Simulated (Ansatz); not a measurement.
The relaxed structure here is a generated cell of Si2Ni: the first start was made by a random draw of sites in a space group, and the end was not matched to a known phase here, so it may be hypothetical. Known forms of Si2Ni include space group No. 225.

A relaxed structure of Si2Ni. Space group Im-3m (No. 229). Computed with PBE (plane waves to 420 eV, PAW, scalar-relativistic; Ansatz, an electronic-structure program).

```cif
data_Ni6Si12
_chemical_formula_sum 'Ni6 Si12'
_space_group_name_H-M_alt 'Im-3m'
_space_group_IT_number 229
_space_group_name_Hall '-I 4 2 3'
_cell_length_a 8.39610
_cell_length_b 8.39610
_cell_length_c 8.39610
_cell_angle_alpha 90.000
_cell_angle_beta 90.000
_cell_angle_gamma 90.000
loop_
_atom_site_label
_atom_site_type_symbol
_atom_site_symmetry_multiplicity
_atom_site_Wyckoff_symbol
_atom_site_fract_x
_atom_site_fract_y
_atom_site_fract_z
_atom_site_occupancy
Ni1 Ni 6 b 0.00000 0.00000 0.50000 1
Si1 Si 12 d 0.00000 0.25000 0.50000 1
```
(The calculation used a cell of 9 atoms; values per cell refer to that cell.)

Q: Give the band gap at the level PBE.

A: Zero, with touching bands (no spin-orbit coupling).

Q: Give the magnetic moment at the level PBE.

A: Zero (the starting moments vanished).

No spin polarisation in the result: the starting moments vanished. A magnetic state may lie lower.

The run could not lose the symmetry of its start, so the end can be a saddle point.

All atoms sit on sites fixed by symmetry, so only the cell could relax.
